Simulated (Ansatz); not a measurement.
MgH2:
```cif
data_H4Mg2
_chemical_formula_sum 'Mg2 H4'
_space_group_name_H-M_alt 'P 1'
_space_group_IT_number 1
_cell_length_a 4.51743
_cell_length_b 4.51743
_cell_length_c 3.01264
_cell_angle_alpha 90.000
_cell_angle_beta 90.000
_cell_angle_gamma 90.000
loop_
_space_group_symop_operation_xyz
  'x, y, z'
loop_
_atom_site_label
_atom_site_type_symbol
_atom_site_fract_x
_atom_site_fract_y
_atom_site_fract_z
_atom_site_occupancy
Mg1 Mg 0.00000 0.00000 0.00000 1
Mg2 Mg 0.50000 0.50000 0.50000 1
H1 H 0.30442 0.30442 0.00000 1
H2 H 0.19558 0.80442 0.50000 1
H3 H 0.69558 0.69558 0.00000 1
H4 H 0.80442 0.19558 0.50000 1
```

Relaxed with PBE.

Problem. Decompose the optical modes at the zone centre into irreducible representations, and say which are infrared and Raman allowed.

Solution. Point group 4/mmm: Γ_opt = A1g + A2g + A2u + B1g + 2B1u + B2g + Eg + 3Eu. Infrared: A2u, Eu. Raman: A1g, B1g, B2g, Eg.

Problem. Assign frequencies (DFPT, the program Ansatz at the PBE level (PAW); without the LO–TO term).

Solution. B1u 183, B1g 290, Eu 297, Eu 519, A2g 784, A2u 851, Eg 963, B1u 1108, Eu 1174, A1g 1274, B2g 1463 cm⁻¹.

Subscripts of B labels follow the axes of the standard setting.

Space group P4_2/mnm (rutile). The cell was relaxed with PBE under the symmetry of its start; phonons on a q-mesh show no instability.

Potentials: the later of the program's two PAW sets.
